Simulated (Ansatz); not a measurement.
The relaxed structure here is a generated cell of TiAl: the first start was made by placing the elements on the sites of a structure type, and the end was not matched to a known phase here, so it may be hypothetical. Known forms of TiAl include space group No. 123.

One starting cell of TiAl (a generated trial cell of TiAl in the AFLOW prototype AB_hP4_186_b_b (B4, as in ZnS)) was relaxed twice with Ansatz (plane waves, PAW, scalar-relativistic): with r2SCAN at 500 eV and with PBE at 420 eV. The r2SCAN result:

```
CELL_PARAMETERS angstrom
      4.61561     0.00000     0.00000
     -2.30780     3.99723     0.00000
      0.00000     0.00000     5.13727
ATOMIC_POSITIONS crystal
  Ti 0.66667 0.33333 0.25000
  Ti 0.33333 0.66667 0.75000
  Al 0.66667 0.33333 0.75000
  Al 0.33333 0.66667 0.25000
```

| quantity | r2SCAN | PBE |
|---|---|---|
| space group | P6₃/mmc | P6₃/mmc |
| volume (Å³/atom) | 23.70 | ___ |
| a (Å) | 4.616 | ___ |
| c (Å) | 5.137 | ___ |
| gap (eV, no spin-orbit coupling) | 0.00 | ___ |

Task: Fill in the PBE column.

Result: 
- volume (Å³/atom), PBE: 23.91
- a (Å), PBE: 4.622
- c (Å), PBE: 5.169
- gap (eV, no spin-orbit coupling), PBE: 0.00

Both levels end in the same structure; PBE's volume is 0.9 % larger. Neither column is exact.

No spin polarisation in the result. A magnetic state may lie lower.

The run could not lose the symmetry of its start, so the end can be a saddle point.

Ansatz is a program for electronic structure.
